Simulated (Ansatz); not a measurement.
# BiOs (rocksalt structure)

Method: r²SCAN, scalar-relativistic; no spin polarisation; PAW, 500 eV, Γ-centred 10×10×10 mesh, 0.05 eV Gaussian smearing; code Ansatz. The datasets are Ansatz's generated set soft_2.

```yaml
crystal:
  lattice:
    - [0.00000, 2.77117, 2.77117]
    - [2.77117, 0.00000, 2.77117]
    - [2.77117, 2.77117, 0.00000]
  atoms:
    - { symbol: Os, position: [0.50000, 0.50000, 0.50000] }
    - { symbol: Bi, position: [0.00000, 0.00000, 0.00000] }
```

The structure was built from a prototype; whether the compound forms in it isn't claimed.

The run above is the reference. The same cell was run again with other input settings; several of them aren't fit for production, so the rows show the settings' effect and aren't properties of the material.

```tsv
keys changed	outcome	ΔE (meV/atom)	P (GPa)	gap on the mesh (eV)	cell moment (μB)	largest force component (eV/Å)	SCF iterations	rough core-seconds	new warnings
none (reference)	converged	0.0	0.0	metal	–	0.000	–	–	–
scf.algorithm: "density_mixing"; basis.ecutwfc: 500 → "58.8 Ry"	converged	-1.9	0.0	metal	–	0.000	7	8	–
hamiltonian.hubbard: {"sites": [{"species": "Os", "l": "d", "u_eff": 5.0}], "double_counting": "amf"}; scf.occupations.width: 0.05 → null; scf.occupations.method: "gaussian" → "tetrahedron_uncorrected"	converged	–	8.5	metal	–	0.000	9	7	band table not solved further; filled band counts differ across k points
hamiltonian.dispersion: "d3bj"; scf.convergence.dr2_threshold: 0.0001	converged	–	-2.1	metal	–	0.000	6	4	dispersion damping borrowed; force scf threshold loose; stress scf threshold loose
scf.eigensolver.kind: "davidson"; hamiltonian.xc: "r2scan" → "pbe"	converged	–	3.5	metal	–	0.000	6	2.2	–
scf.mixing.preconditioner: "kerker"; basis.xc_grid: 4; kpoints.mp_grid.grid: [10, 10, 10] → [15, 15, 15]	converged	2.3	0.1	metal	–	0.000	7	9	–
hamiltonian.dispersion: "d4"	converged	–	-1.3	metal	–	0.000	7	6	–
scf.initial_density.chi_scale: 0.0	converged	0.0	0.0	metal	–	0.000	8	6	–
```

ΔE is the energy with the smearing extrapolated to zero. It is left out where the change alters the Hamiltonian or the spin treatment. The varied runs start from atomic densities (corrected by the program's trained start where that serves), with the default search for lower states unless a row changes it.

Question: What happens with these changes: hamiltonian.xc: "r2scan" → "pbesol"; hamiltonian.hubbard: {"sites": [{"species": "Os", "l": "d", "u_eff": 8.0}], "double_counting": "fll"}?

Answer: outcome converged, P (GPa) 2.6, gap on the mesh (eV) metal, largest force component (eV/Å) 0.000, SCF iterations 10, rough core-seconds 4, new warnings filled band counts differ across k points.

Changing scf.initial_density.chi_scale only steers the path to self-consistency, so the energy stays within 0.5 meV/atom.

The pair part of a dispersion correction pulls inward (a three-body part mostly pushes out), and in metals and ionic crystals with large ions it often overbinds.

Of the reference: Spin–orbit coupling, which matters for such heavy elements, is left out.
